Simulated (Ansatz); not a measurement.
Relaxed LiF (rock salt):

```
LiF
1.0
    0.00000     2.00386     2.00386
    2.00386     0.00000     2.00386
    2.00386     2.00386     0.00000
F Li
1 1
Direct
  0.00000   0.00000   0.00000
  0.50000   0.50000   0.50000
```

All values below come from PBEsol (plane waves to 420 eV, PAW, scalar-relativistic; Ansatz, an electronic-structure program). k mesh 11×11×11 (Γ-centred), Fermi-Dirac smearing 0.05 eV. LiF was relaxed with its symmetry unable to fall.

One atom of the cell was then moved (with its periodic images), all else fixed, and the forces (eV/Å) came out as:

| atom | Fx | Fy | Fz |
|---|---|---|---|
| F1 | 0.097 | 0.097 | 0.000 |
| Li2 | -0.097 | -0.097 | 0.000 |

With two atoms only their relative shift counts; take Li2 as fixed.

Task: Which atom was moved, and by which vector (Å)?

Result: F1, by (-0.06, -0.06, 0.00), 0.08 Å in all.

(A displaced cell: forces are minus the slopes of the energy, force constants its curvatures, and phonons follow from these.)
